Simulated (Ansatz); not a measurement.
Relaxed-ion elastic tensor of AlCo₃B (anti-perovskite, Pm-3m) in GPa (Voigt order), PBEsol in the plane-wave PAW code Ansatz; density 6.91 g/cm³, 10.32 Å³ per atom.

```tsv
	1	2	3	4	5	6
1	488	82.7	82.7	0.0	0.0	0.0
2	82.7	488	82.7	0.0	0.0	0.0
3	82.7	82.7	488	0.0	0.0	0.0
4	0.0	0.0	0.0	87.2	0.0	0.0
5	0.0	0.0	0.0	0.0	87.2	0.0
6	0.0	0.0	0.0	0.0	0.0	87.2
```

Is the crystal mechanically stable?

Yes: the smallest eigenvalue of C is 87.2 GPa.

Work out the Voigt, Reuss and Hill averages.

K_V = 218, K_R = 218, K_H = 218; G_V = 133, G_R = 113, G_H = 123 GPa.

Give Young's modulus, Poisson's ratio, Pugh's ratio and the universal anisotropy index.

E = 9KG/(3K + G) = 311 GPa; ν = 0.26; K/G = 1.77 (near the Pugh limit of 1.75, no verdict); A_U = 5G_V/G_R + K_V/K_R − 6 = 0.91.

Estimate the sound speeds and the Debye temperature.

v_l = √((K + 4G/3)/ρ) = 7440 m/s, v_t = √(G/ρ) = 4220 m/s, mean 4700 m/s; Θ = (h/k)(3n/4πV)^(1/3) v_m = 642 K.

The start of the workflow was typed in or built on a structure type; neither database checked (COD, Materials Project) lists it. Its standing as an ambient phase is unchecked. The cell was relaxed with PBEsol under the symmetry of its start; whether a distortion lowers the energy is not shown. The final state is ferromagnetic, the only order run, not a proven ground state. The volume moved by -17 % from the start of the relaxation. As this level gives no gap, shear constants depend on the k-mesh and smearing (Fermi–Dirac, 0.1 eV here).

Potentials: the later of the program's two PAW sets.
